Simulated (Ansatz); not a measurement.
Consider the following.

CoLi$_{3}$Nb$_{3}$O$_{12}$Ti:
```yaml
crystal:
  lattice:
    - [5.14102, 0.00000, 0.00000]
    - [2.53566, 2.12258, -8.51795]
    - [2.55236, 4.91215, 0.00000]
  atoms:
    - { symbol: Co, position: [0.82170, 0.39870, 0.96589], spin: 2.5 }
    - { symbol: Li, position: [0.32916, 0.88540, 0.45262] }
    - { symbol: Li, position: [0.57714, 0.14499, 0.70147] }
    - { symbol: Li, position: [0.07161, 0.63610, 0.21004] }
    - { symbol: Nb, position: [0.25225, 0.24805, 0.25072] }
    - { symbol: Nb, position: [0.74247, 0.74653, 0.74959] }
    - { symbol: Nb, position: [0.99937, 0.99397, 0.99920] }
    - { symbol: O, position: [0.48115, 0.30466, 0.38195], spin: 0.0 }
    - { symbol: O, position: [0.97468, 0.80630, 0.88158], spin: 0.0 }
    - { symbol: O, position: [0.95884, 0.43019, 0.25250], spin: 0.0 }
    - { symbol: O, position: [0.46058, 0.93067, 0.75922], spin: 0.0 }
    - { symbol: O, position: [0.58348, 0.05488, 0.13072], spin: 0.0 }
    - { symbol: O, position: [0.08832, 0.55007, 0.64526], spin: 0.0 }
    - { symbol: O, position: [0.02939, 0.11215, 0.57552], spin: 0.0 }
    - { symbol: O, position: [0.52539, 0.60984, 0.08419], spin: 0.0 }
    - { symbol: O, position: [0.54129, 0.36554, 0.83015], spin: 0.0 }
    - { symbol: O, position: [0.03139, 0.86140, 0.32762], spin: 0.0 }
    - { symbol: O, position: [0.09654, 0.18390, 0.00051], spin: 0.0 }
    - { symbol: O, position: [0.60307, 0.67881, 0.51125], spin: 0.0 }
    - { symbol: Ti, position: [0.50017, 0.50183, 0.51001], spin: 0.0 }
```

This is the PBE-relaxed structure. x, y and z are the axes in which the lattice vectors are written.

### Question
All from PBE in the plane-wave PAW code Ansatz, unless another level is named. Give the band gap.

### Answer
0.52 eV (smallest direct gap 0.52 eV).

### Question
And the weight of the valence-edge state by species (Voronoi cells)?

### Answer
Co 82 %, O 15 %.

### Question
Give the conduction-band minimum.

### Answer
at Y (k = 0.000, 0.500, 0.000).

Space group P1. The start of the workflow was typed in or built on a structure type; neither database checked (COD, Materials Project) lists it. Whether it is the stable phase at ambient conditions was not checked. The cell was relaxed with PBE under the symmetry of its start; whether a distortion lowers the energy is not shown. The final state is ferromagnetic, the only order run, not a proven ground state. No Hubbard U is applied. Scalar-relativistic: spin–orbit coupling is off unless named, which matters more the heavier the elements.

Potentials: the later of the program's two PAW sets.
